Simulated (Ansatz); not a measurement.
SnO (litharge type, space group P4/nmm)

```
CELL_PARAMETERS angstrom
      3.83618     0.00000     0.00000
      0.00000     3.83618     0.00000
      0.00000     0.00000     4.75736
ATOMIC_POSITIONS crystal
  Sn 0.50000 0.00000 0.24343
  Sn 0.00000 0.50000 0.75657
  O  0.00000 0.00000 0.00000
  O  0.50000 0.50000 0.00000
```

The volume is varied about the relaxed value V₀ at fixed cell shape. The atoms relax within the cell's symmetry.

Computed with PBE-D3(BJ) (plane waves to 420 eV, PAW, scalar-relativistic; Ansatz, a quantum-chemistry and plane-wave program). k mesh 12×12×10 (Γ-centred), Fermi-Dirac smearing 0.05 eV. E stands for the smeared free energy. Stress and pressure are positive under compression. With the shape held, the modulus is that of even scaling; a crystal free to change shape is softer. At this level the bands of SnO touch or barely overlap; measurements give the solid a gap. SnO was relaxed with its symmetry unable to fall. The PAW data are Ansatz's earlier set. The zero of ΔE is the relaxed starting cell. The last digit holds for this mesh only.

```
V (Å³/atom)  ΔE (meV/atom)
-----------  -------------
14.702                89.9
15.262                53.3
15.822                28.0
16.383            withheld
16.943                 2.9
17.503                 0.0
18.063                 2.6
18.623                10.0
19.183                21.3
19.743                36.0
20.303                53.3
```

Fit a third-order Birch-Murnaghan form (E₀, V₀, B₀, B₀′ free) to the given rows and predict ΔE at V = 16.383.

Least squares on the 10 given rows: ΔE = E₀ + (9V₀B₀/16)·y²·[2 + (B₀′ − 4)y], y = (V₀/V)^(2/3) − 1, with V₀ = 17.477 Å³/atom, B₀ = 48.48 GPa (160.2 GPa = 1 eV/Å³; the term in eV is multiplied by 1000), B₀′ = 4.19, E₀ = -0.07 meV/atom; root-mean-square residual 0.17 meV/atom. At 16.383 the fit gives 11.5 meV/atom; the calculation gives 11.9 meV/atom, so the interpolation is off by -0.4 (-3.4 %). For the pressure the fit gives 3.6 GPa against the computed 3.5 GPa.

(A scan under strain: stresses follow from slopes of the energy per volume, elastic moduli from its curvatures.)
